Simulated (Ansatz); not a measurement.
**Ti2CuSb3: hydrostatic pressure series**

The calculation used Ansatz 0.2.0, DFT PBEsol, scalar-relativistic, plane waves, PAW. Settings: 420 eV cutoff, 10×10×6 k-mesh, Gaussian smearing of 0.10 eV, no spin polarisation.

The relaxed crystal:

```
CELL_PARAMETERS angstrom
3.74872 0.00000 0.00000
0.00000 3.74872 0.00000
0.00000 0.00000 8.17143
ATOMIC_POSITIONS crystal
Ti 0.00000 0.50000 0.73750
Ti 0.50000 0.00000 0.26250
Cu 0.00000 0.00000 0.00000
Sb 0.00000 0.50000 0.37514
Sb 0.50000 0.00000 0.62486
Sb 0.50000 0.50000 0.00000
```

Cell and atoms are relaxed at each pressure within the symmetry of the start, at zero temperature, so transitions that lower the symmetry aren't seen. The k-mesh given is that at zero pressure and may differ at others. a, b and c are the lengths of the cell vectors above.

```
P (GPa) V (Å³/atom) V/V0  a (Å) b (Å) c (Å)
     -3        19.73  1.031  3.786  3.786  8.259
      0        19.14  1.000  3.749  3.749  8.171
      3        18.64  0.974  3.717  3.717  8.094
      8        17.93  0.937  3.670  3.670  7.987
     15        17.13  0.895  3.617  3.617  7.859
     30        15.88  0.830  3.530  3.530  7.647
```

Problem. What bulk modulus and pressure derivative fit these points?

Solution. A third-order Birch–Murnaghan fit gives B0 = 106 GPa and B0' = 4.5.

Problem. Which cell vector or vectors give way most up to 30 GPa?

Solution. c: the changes are a -5.8 %, b -5.8 %, c -6.4 %.